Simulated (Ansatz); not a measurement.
In plane-wave PAW PBE (Ansatz code), TaAl in the CsCl type structure (Pm-3m) relaxes to a = 3.225 Å. Al has 8 nearest neighbours from 2.79 Å (cubic). Its formation energy from the elements is 0.089 eV/atom, with no fitted shifts.

Electronic character: metallic (no gap). Gap from PBE with spin–orbit coupling: none (metallic).

The bulk modulus is 152 GPa.

The start of the workflow was typed in or built on a structure type; neither database checked (COD, Materials Project) lists it. Whether it is the stable phase at ambient conditions was not checked. The cell was relaxed with PBE under the symmetry of its start; whether a distortion lowers the energy is not shown. The run is not spin-polarised. The references are the lowest solids computed at this level, not always the standard phases. Scalar-relativistic: spin–orbit coupling is off unless named, which matters more the heavier the elements.

Potentials: the later of the program's two PAW sets.
